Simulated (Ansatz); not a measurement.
GeF2:
```cif
data_F8Ge4
_chemical_formula_sum 'Ge4 F8'
_space_group_name_H-M_alt 'P 1'
_space_group_IT_number 1
_cell_length_a 4.49831
_cell_length_b 5.15235
_cell_length_c 8.09881
_cell_angle_alpha 90.000
_cell_angle_beta 90.000
_cell_angle_gamma 90.000
loop_
_space_group_symop_operation_xyz
  'x, y, z'
loop_
_atom_site_label
_atom_site_type_symbol
_atom_site_fract_x
_atom_site_fract_y
_atom_site_fract_z
_atom_site_occupancy
Ge1 Ge 0.25661 0.99964 0.62991 1
Ge2 Ge 0.24339 0.00036 0.12991 1
Ge3 Ge 0.75661 0.50036 0.37009 1
Ge4 Ge 0.74339 0.49964 0.87009 1
F1 F 0.43723 0.76782 0.78369 1
F2 F 0.06277 0.23218 0.28369 1
F3 F 0.93723 0.73218 0.21631 1
F4 F 0.56277 0.26782 0.71631 1
F5 F 0.96485 0.08063 0.97493 1
F6 F 0.53515 0.91937 0.47493 1
F7 F 0.46485 0.41937 0.02507 1
F8 F 0.03515 0.58063 0.52507 1
```

Relaxed with r²SCAN+D4.

### Question
Tabulate the valence density and the electron localisation function along the shortest Ge–F contact (1.82 Å), DFT-r²SCAN+D4 in the program Ansatz with PAW potentials.

### Answer


```csv
distance from Ge (Å),density (e/Å³),ELF
0.18,38.55,0.02
0.27,24.15,0.02
0.36,13.09,0.03
0.46,6.50,0.07
0.55,3.16,0.13
0.64,1.70,0.20
0.73,1.08,0.24
0.82,0.85,0.27
0.91,0.83,0.34
1.00,0.99,0.50
1.09,1.33,0.67
1.18,1.92,0.76
1.27,2.96,0.77
1.37,4.57,0.75
1.46,6.69,0.69
1.55,9.09,0.59
1.64,11.42,0.49
```

The density is the valence pseudo-density with augmentation charge, so density and ELF within about 1 Å of a nucleus are not all-electron values.

Space group P2_12_12_1. The first step of the workflow began from a Materials Project structure, measured or hypothetical; the Crystallography Open Database files this formula in space group No. 19, but the cells were not matched. Its standing as an ambient phase is unchecked. The cell was relaxed with r²SCAN+D4 under the symmetry of its start; whether a distortion lowers the energy is not shown.

Potentials: the later of the program's two PAW sets.
